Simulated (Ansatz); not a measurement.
YPb3:
```cif
data_Pb3Y
_chemical_formula_sum 'Y1 Pb3'
_space_group_name_H-M_alt 'P 1'
_space_group_IT_number 1
_cell_length_a 4.86081
_cell_length_b 4.86081
_cell_length_c 4.86081
_cell_angle_alpha 90.000
_cell_angle_beta 90.000
_cell_angle_gamma 90.000
loop_
_space_group_symop_operation_xyz
  'x, y, z'
loop_
_atom_site_label
_atom_site_type_symbol
_atom_site_fract_x
_atom_site_fract_y
_atom_site_fract_z
_atom_site_occupancy
Y1 Y 0.00000 0.00000 0.00000 1
Pb1 Pb 0.00000 0.50000 0.50000 1
Pb2 Pb 0.50000 0.00000 0.50000 1
Pb3 Pb 0.50000 0.50000 0.00000 1
```

Relaxed with r²SCAN.

Q: Which orbitals make up the states near the Fermi level in DFT-r²SCAN in the program Ansatz with PAW potentials?

A: Within 0.5 eV of the Fermi level: Pb 6p 57 %, Y 4d 29 %, Pb 6s 10 %. Projections are on Löwdin-orthogonalised atomic valence shells; empty p or d shells of many metals are not among them.

Q: Tabulate the density of states.

A: States/eV per cell of 4 atoms, in 0.25 eV bins, energy from the Fermi level.

| E (eV) | total | Pb 6p | Y 4d | Pb 6s |
|---|---|---|---|---|
| -7.85 | 1.33 | 0.16 | 0.10 | 1.05 |
| -7.60 | 1.25 | 0.13 | 0.09 | 1.01 |
| -7.35 | 1.14 | 0.09 | 0.08 | 0.96 |
| -7.10 | 0.92 | 0.04 | 0.06 | 0.81 |
| -6.85 | 0.23 | 0.00 | 0.01 | 0.22 |
| -6.60 | 0.00 | 0.00 | 0.00 | 0.00 |
| -6.35 | 0.00 | 0.00 | 0.00 | 0.00 |
| -6.10 | 0.00 | 0.00 | 0.00 | 0.00 |
| -5.85 | 0.00 | 0.00 | 0.00 | 0.00 |
| -5.60 | 0.00 | 0.00 | 0.00 | 0.00 |
| -5.35 | 0.00 | 0.00 | 0.00 | 0.00 |
| -5.10 | 0.00 | 0.00 | 0.00 | 0.00 |
| -4.85 | 0.00 | 0.00 | 0.00 | 0.00 |
| -4.60 | 0.11 | 0.08 | 0.01 | 0.00 |
| -4.35 | 0.54 | 0.42 | 0.04 | 0.01 |
| -4.10 | 1.55 | 1.23 | 0.12 | 0.05 |
| -3.85 | 1.55 | 1.18 | 0.13 | 0.08 |
| -3.60 | 1.71 | 1.34 | 0.14 | 0.09 |
| -3.35 | 2.12 | 1.68 | 0.18 | 0.12 |
| -3.10 | 2.35 | 1.87 | 0.23 | 0.13 |
| -2.85 | 2.28 | 1.79 | 0.30 | 0.10 |
| -2.60 | 2.78 | 2.11 | 0.49 | 0.10 |
| -2.35 | 2.98 | 2.16 | 0.59 | 0.14 |
| -2.10 | 2.02 | 1.41 | 0.40 | 0.14 |
| -1.85 | 2.63 | 1.68 | 0.68 | 0.19 |
| -1.60 | 2.69 | 1.67 | 0.70 | 0.22 |
| -1.35 | 1.69 | 1.04 | 0.37 | 0.21 |
| -1.10 | 3.07 | 1.84 | 0.77 | 0.35 |
| -0.85 | 1.46 | 0.86 | 0.40 | 0.15 |
| -0.60 | 0.47 | 0.26 | 0.17 | 0.03 |
| -0.35 | 1.43 | 0.81 | 0.47 | 0.09 |
| -0.10 | 3.15 | 1.82 | 0.86 | 0.32 |
| 0.15 | 1.67 | 0.97 | 0.46 | 0.17 |
| 0.40 | 2.55 | 1.44 | 0.72 | 0.28 |
| 0.65 | 2.94 | 1.46 | 1.03 | 0.29 |
| 0.90 | 1.77 | 0.79 | 0.73 | 0.16 |
| 1.15 | 2.83 | 1.20 | 1.24 | 0.21 |
| 1.40 | 2.69 | 0.92 | 1.33 | 0.16 |
| 1.65 | 4.14 | 0.82 | 2.81 | 0.17 |
| 1.90 | 5.05 | 0.85 | 3.65 | 0.21 |
| 2.15 | 5.67 | 0.94 | 3.88 | 0.33 |
| 2.40 | 4.24 | 0.99 | 2.48 | 0.31 |
| 2.65 | 3.02 | 1.03 | 1.44 | 0.20 |
| 2.90 | 3.80 | 1.55 | 1.59 | 0.18 |
| 3.15 | 3.73 | 1.80 | 1.18 | 0.12 |
| 3.40 | 2.03 | 1.13 | 0.44 | 0.04 |

Space group Pm-3m (Cu3Au type). The workflow started from an entry of the Crystallography Open Database (COD). Whether it is the stable phase at ambient conditions was not checked. The cell was relaxed with r²SCAN under the symmetry of its start; its stability against distortions is not shown here. No spin polarisation was allowed. Spin–orbit coupling is left out wherever it is not named.

Potentials: the later of the program's two PAW sets.
